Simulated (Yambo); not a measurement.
Yambo run on Na$_{2}$CO$_{3}$ (space group C2/m, No. 12). The wavefunctions come from this Quantum ESPRESSO step (PBEsol, PseudoDojo standard norm-conserving files, scalar-relativistic):

```
&CONTROL
  calculation = 'nscf'
  pseudo_dir = './pseudo'
  outdir = './out'
/
&SYSTEM
  ibrav = 0
  nat = 12
  ntyp = 3
  ecutwfc = 88.0
  ecutrho = 352.0
  occupations = 'fixed'
  force_symmorphic = .true.
  nbnd = 233
/
&ELECTRONS
  conv_thr = 1.2000000000000002e-08
  diago_full_acc = .true.
  diago_thr_init = 1e-08
/
ATOMIC_SPECIES
C 12.0110 C.upf
O 15.9990 O.upf
Na 22.9898 Na.upf
CELL_PARAMETERS angstrom
  4.588535000000  -2.642715000000   0.000000000000
  4.588535000000   2.642715000000   0.000000000000
 -0.623324000000   0.000000000000   6.254175000000
ATOMIC_POSITIONS crystal
C   0.330340000000   0.330340000000   0.754810000000
C   0.669660000000   0.669660000000   0.245190000000
O   0.612260000000   0.185500000000   0.739630000000
O   0.387740000000   0.814500000000   0.260370000000
O   0.814500000000   0.387740000000   0.260370000000
O   0.185500000000   0.612260000000   0.739630000000
O   0.192480000000   0.192480000000   0.788330000000
O   0.807520000000   0.807520000000   0.211670000000
Na   0.000000000000   0.000000000000   0.000000000000
Na   0.000000000000   0.000000000000   0.500000000000
Na   0.326210000000   0.326210000000   0.228670000000
Na   0.673790000000   0.673790000000   0.771330000000
K_POINTS automatic
2 2 2 0 0 0
```

Yambo input:

```
rim_cut
gw0
dyson
el_el_corr
HF_and_locXC
ppa
em1d
RandQpts= 1000000
RandGvec= 1 Ry
EXXRLvcs= 88 Ry
VXCRLvcs= 352 Ry
Chimod= "HARTREE"
% BndsRnXp
 5 | 232 |
%
NGsBlkXp= 7 Ry
% LongDrXp
 1.0 | 1.0 | 1.0 |
%
PPAPntXp= 27.2114 eV
% GbndRnge
 1 | 232 |
%
GTermKind= "BG"
DysSolver= "n"
ExtendOut
% QPkrange
 1 | 1 | 40 | 41 |
 2 | 2 | 40 | 41 |
 3 | 3 | 40 | 41 |
 4 | 4 | 40 | 41 |
 5 | 5 | 40 | 41 |
 6 | 6 | 40 | 41 |
%
```

k points by index: 1 = Γ, 2 = (0, 0, -0.5), 3 = (0, -0.5, 0), 4 = (0, -0.5, -0.5), 5 = (-0.5, -0.5, 0), 6 = (-0.5, -0.5, -0.5).

The o-*.qp file then holds:

```
#    K-point    Band    Eo [eV]    E [eV]    E-Eo [eV]    Vxc [eV]    Vnlxc [eV]    Sc|Eo [eV]    Sc|E [eV]    dSc/dw|Eo [eV]    Re(Z)    Im(Z)
#
    1    40    0.000000    -1.756455    -1.756455    -20.24686    -26.38575    3.985249    4.382436    -6.152900    0.815583    -0.001113
    1    41    3.291394    4.384094    1.092700    -8.740257    -4.652827    -2.853966    -2.994731    -3.505230    0.885884    -0.724481E-3
    2    40    -0.039663    -1.808814    -1.769151    -20.16529    -26.31502    3.980835    4.380584    -6.148146    0.815699    -0.001116
    2    41    4.417092    5.909956    1.492864    -10.38880    -5.574260    -3.101773    -3.321678    -4.008142    0.871613    -0.816189E-3
    3    40    -0.446748    -2.291782    -1.845034    -19.49973    -25.68858    3.929224    4.343822    -6.114202    0.816529    -0.001281
    3    41    4.968174    6.238727    1.270553    -9.533724    -5.305475    -2.784966    -2.957697    -3.699204    0.880325    -0.632309E-3
    4    40    -0.437653    -2.276170    -1.838517    -19.51596    -25.69313    3.925384    4.338653    -6.116225    0.816480    -0.001251
    4    41    5.327695    7.686354    2.358659    -16.09415    -10.34074    -2.924543    -3.394746    -5.424455    0.833787    -0.953472E-3
    5    40    -0.436098    -2.282559    -1.846461    -19.48460    -25.67351    3.927411    4.342456    -6.116093    0.816483    -0.001193
    5    41    5.087133    6.450964    1.363831    -10.00435    -5.587749    -2.860959    -3.052769    -3.826818    0.876705    -0.807422E-3
    6    40    -0.364646    -2.188615    -1.823969    -19.64918    -25.82101    3.936644    4.347865    -6.134474    0.816033    -0.001178
    6    41    5.136270    7.419199    2.282928    -15.60673    -9.992517    -2.886552    -3.331286    -5.300823    0.836958    -0.960840E-3
```
(The two width columns are left out.) Convergence of these settings isn't established.

Geometry of the Materials Project entry, not relaxed at this level.
